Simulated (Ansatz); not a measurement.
SnSe (space group Pnma)

```yaml
crystal:
  lattice:
    - [11.32003, 0.00000, 0.00000]
    - [0.00000, 4.11524, 0.00000]
    - [0.00000, 0.00000, 4.31826]
  atoms:
    - { symbol: Sn, position: [0.11733, 0.25000, 0.90507] }
    - { symbol: Sn, position: [0.88267, 0.75000, 0.09493] }
    - { symbol: Sn, position: [0.38267, 0.75000, 0.40507] }
    - { symbol: Sn, position: [0.61733, 0.25000, 0.59493] }
    - { symbol: Se, position: [0.64242, 0.75000, 0.02406] }
    - { symbol: Se, position: [0.35758, 0.25000, 0.97594] }
    - { symbol: Se, position: [0.85758, 0.25000, 0.52406] }
    - { symbol: Se, position: [0.14242, 0.75000, 0.47594] }
```

The slice is a (001) plane (indices of the conventional cell) through the point (0.358, 0.250, 0.976) (fractional), spanned by u = [010] and v = [100] in vectors of this cell: u (4.12 Å) and v (11.32 Å, at 90° to u). It covers one period; positions are fractions (u, v).

All values below come from LDA (plane waves to 420 eV, PAW, scalar-relativistic; Ansatz, a quantum-chemistry and plane-wave program). k mesh 3×8×8. These are valence fields of a PAW run, semicore shells included where kept as valence: close to a nucleus they are smooth pseudo fields. SnSe was relaxed with its symmetry unable to fall.

**Question.** Predict the map of the electron localisation function (ELF) on the slice.

**Answer.** 
| v \ u | 0.00 | 0.11 | 0.22 | 0.33 | 0.44 | 0.56 | 0.67 | 0.78 | 0.89 |
|---|---|---|---|---|---|---|---|---|---|
| 0.88 | 0.48 | 0.43 | 0.25 | 0.08 | 0.03 | 0.03 | 0.08 | 0.25 | 0.43 |
| 0.75 | x | 0.13 | 0.38 | 0.27 | 0.07 | 0.07 | 0.27 | 0.38 | 0.13 |
| 0.62 | 0.34 | 0.26 | 0.23 | 0.42 | 0.50 | 0.50 | 0.42 | 0.23 | 0.26 |
| 0.50 | 0.07 | 0.11 | 0.29 | 0.37 | 0.19 | 0.19 | 0.37 | 0.29 | 0.11 |
| 0.38 | 0.04 | 0.08 | 0.34 | 0.64 | 0.75 | 0.75 | 0.64 | 0.34 | 0.08 |
| 0.25 | 0.12 | 0.25 | 0.68 | 0.80 | 0.60 | 0.60 | 0.80 | 0.68 | 0.25 |
| 0.12 | 0.51 | 0.38 | 0.13 | 0.06 | 0.08 | 0.08 | 0.06 | 0.13 | 0.38 |
| 0.00 | x | x | 0.78 | 0.55 | 0.12 | 0.12 | 0.55 | 0.78 | x |

Values: electron localisation function (ELF). Points within 0.5 Å of a nucleus are blanked (x), as the pseudised field means little there.
